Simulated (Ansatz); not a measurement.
RuC:
```yaml
crystal:
  lattice:
    - [2.92326, 0.00000, 0.00000]
    - [-1.46163, 2.53161, 0.00000]
    - [0.00000, 0.00000, 2.67618]
  atoms:
    - { symbol: Ru, position: [0.00000, 0.00000, 0.00000] }
    - { symbol: C, position: [0.66667, 0.33333, 0.50000] }
```

Relaxed with PBE. Special points in fractions of this cell's reciprocal vectors: Γ (0.000, 0.000, 0.000); M (0.500, 0.000, 0.000); K (0.333, 0.333, 0.000); A (0.000, 0.000, 0.500); L (0.500, 0.000, 0.500); H (0.333, 0.333, 0.500).

List the band energies nearest the Fermi level at these points for plane-wave PAW PBE with spin–orbit coupling (Ansatz code).

In eV from the Fermi level; about four levels below and three above (degenerate sets whole), none deeper than 8.9 eV; points with the same levels are listed once.

```
k                    below                above
-  -----------------------  -------------------
Γ  -0.90 -0.90 -0.38 -0.38  3.29 3.29 3.36 3.36
M  -2.50 -2.50 -1.40 -1.40  0.22 0.22 0.57 0.57
K  -1.70 -1.32 -1.30 -0.11       0.16 5.22 5.32
A  -3.31 -3.31 -3.06 -3.06  0.88 0.88 2.14 2.14
L  -1.31 -1.31 -0.34 -0.34  0.49 0.49 3.10 3.10
H  -3.08 -3.06 -2.91 -2.70       0.06 0.08 1.90
```

Space group P-6m2. The cell is a constructed one: a structure type filled with these elements; neither database checked (COD, Materials Project) lists it. Its standing as an ambient phase is unchecked. The cell was relaxed with PBE under the symmetry of its start; whether a distortion lowers the energy is not shown. No spin polarisation was allowed.

Potentials: the earlier of the program's two PAW sets.
